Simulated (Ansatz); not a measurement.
BeS:
```
CELL_PARAMETERS angstrom
      3.43939     0.00000     0.00000
     -1.71969     2.97860     0.00000
      0.00000     0.00000     5.66716
ATOMIC_POSITIONS crystal
  Be 0.66667 0.33333 0.99966
  Be 0.33333 0.66667 0.49966
  S  0.66667 0.33333 0.62554
  S  0.33333 0.66667 0.12554
```

Relaxed with PBE. Special points in fractions of this cell's reciprocal vectors: Γ (0.000, 0.000, 0.000); M (0.500, 0.000, 0.000); K (0.333, 0.333, 0.000); A (0.000, 0.000, 0.500); L (0.500, 0.000, 0.500); H (0.333, 0.333, 0.500).

Q: List the band energies nearest the valence-band maximum at these points for plane-wave PAW PBE (Ansatz code).

A: In eV from the valence-band maximum; about four levels below and three above (degenerate sets whole), none deeper than 8.9 eV; points with the same levels are listed once.

```tsv
k	below	above
Γ	-1.12 -1.12 -0.15 0.00 0.00	5.08 5.45 5.45
M	-3.74 -2.64 -2.27 -1.09	4.05 5.30 6.30
K	-4.08 -4.08 -2.91 -2.91 -2.90	3.71 8.54 8.54
A	-0.62 -0.62 -0.62 -0.62	5.40 5.40 6.21 6.21 6.21 6.21
L	-1.98 -1.98 -1.96 -1.96	4.14 4.14 5.66 5.66
H	-4.04 -4.04 -1.58 -1.58	5.41 5.41 6.68 6.68
```

Space group P6_3mc (wurtzite). The cell is a constructed one: a structure type filled with these elements; neither database checked (COD, Materials Project) lists it. COD files the formula under space group No. 216, so this cell is another polymorph or a model. Its standing as an ambient phase is unchecked. Symmetry was held in the PBE relaxation; phonons on a q-mesh show no instability.

Potentials: the later of the program's two PAW sets.
